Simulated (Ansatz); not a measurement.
WI$_{2}$O$_{2}$:
```xyz
5
Lattice="-1.8943 1.8943 8.5839 1.8943 -1.8943 8.5839 1.8943 1.8943 -8.5839" Properties=species:S:1:pos:R:3 pbc="T T T"
W      0.0000     0.0000     0.0000
I      0.0000     0.0000     2.7022
I      0.0000     0.0000    14.4655
O      0.0000     1.8943     0.0000
O      1.8943     0.0000     0.0000
```

Relaxed with r²SCAN+D4.

Problem. Give the Bader charges and basin volumes of the independent atoms, DFT-r²SCAN+D4 in the program Ansatz with PAW potentials.

Solution. 

```tsv
atom	Bader charge (e)	Bader volume (Å³)
W1	+2.63	10.9
I2	-0.22	42.1
O4	-1.09	14.0
```

Space group I4/mmm. The workflow started from an entry of the Crystallography Open Database (COD); the relaxed space group is not among those it files for this formula. COD files the formula under space group No. 71. Whether it is the stable phase at ambient conditions was not checked. The r²SCAN+D4 relaxation kept the symmetry of its start; whether a distortion lowers the energy is not shown. No spin polarisation was allowed. No Hubbard U is applied. Spin–orbit coupling is left out wherever it is not named.

Potentials: the later of the program's two PAW sets.
